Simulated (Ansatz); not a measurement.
# Structures of Y3B2: which is lowest?

Plane-wave DFT in Ansatz with scalar-relativistic PAW potentials, cutoff 420 eV, Γ-centred meshes chosen by cell and gap, Gaussian smearing with energies taken to zero width. Every cell was relaxed (cell and atoms) in a run of its own, within the symmetry of its start. Functional: PBE.

Relaxed structures (starts from databases or built by putting these elements on another compound's sites):
A. R-3c, 10 atoms in the computed cell, a = 6.486 Å, c = 18.594 Å; sites (symmetry × multiplicity) Y .2 × 18, B 3. × 12; start: built
B. R-3m, 5 atoms in the computed cell, a = 3.672 Å, c = 29.594 Å; sites (symmetry × multiplicity) Y -3m × 3 + 3m × 6, B 3m × 6; start: built

Rank them by energy. Could pressure change the order?

```tsv
structure	group	E − E(lowest) (meV/atom)	V (Å³/atom)	gap on mesh (eV)
A	R-3c	0.0	22.58	0.00
B	R-3m	104	23.04	0.00
```

A is lowest, 104 meV/atom under B. The lowest is also the densest of these, so pressure wouldn't bring one of the others in at first order. Other structures may lie lower than all of these, and vibrations aren't counted.